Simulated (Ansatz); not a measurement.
**Field gradients of C from run to run**

Cell of run 1: an entry of the Crystallography Open Database (COD; perhaps a calculated or model structure), taken as it stands.

```cif
data_C
_symmetry_space_group_name_H-M 'P6_3/mmc'
_symmetry_Int_Tables_number 194
_cell_length_a 2.5221
_cell_length_b 2.5221
_cell_length_c 12.3557
_cell_angle_alpha 90.000
_cell_angle_beta 90.000
_cell_angle_gamma 120.000
loop_
_atom_site_label
_atom_site_type_symbol
_atom_site_symmetry_multiplicity
_atom_site_Wyckoff_symbol
_atom_site_fract_x
_atom_site_fract_y
_atom_site_fract_z
C1 C 4 e 0.0000 0.0000 0.1875
C5 C 4 f 0.3333 0.6667 0.5208
C9 C 4 f 0.3333 0.6667 0.6458
```

One atom of each set is listed.

Relaxed positions (PBE, cell held):

C1 (0.0000, 0.0000, 0.1868)
C5 (0.3333, 0.6667, 0.5207)
C9 (0.3333, 0.6667, 0.6451)

All runs are DFT with Ansatz 0.2.0 (plane waves and PAW, scalar-relativistic unless spin–orbit coupling is named, Γ-centred meshes, Fermi–Dirac smearing where given) in this cell.

Run 1: PBE, atoms as given; 420 eV, 14×14×3 k-points, smearing 0.05 eV.
Run 2: PBE, atoms relaxed; 420 eV, 14×14×3 k-points, smearing 0.05 eV.
Run 3: r2SCAN, at the relaxed atoms; 500 eV, 14×14×3 k-points, smearing 0.05 eV.

**Question.** What does each run give, and what moves the gradients most?

**Answer.** 

```json
{"run": "1", "C1 V_zz (η)": "0.099 (0.00)"}
{"run": "2", "C1 V_zz (η)": "0.20 (0.00)"}
{"run": "3", "C1 V_zz (η)": "0.21 (0.00)"}
```

V_zz in 10²¹ V/m²; 1 of the 3 sets of like atoms are followed. Against run 1, the gradient tensors on these sites move by at most 0.10 in run 2 (C1), 0.11 in run 3 (C1). Taken one at a time, the positions of the atoms (as given or relaxed) move the tensors on these sites by up to 0.10 (largest principal value of the change, on C1), the functional (r2SCAN with its higher cutoff) by 0.00.

In run 1 the atoms aren't at the calculated equilibrium (largest force 0.33 eV/Å).
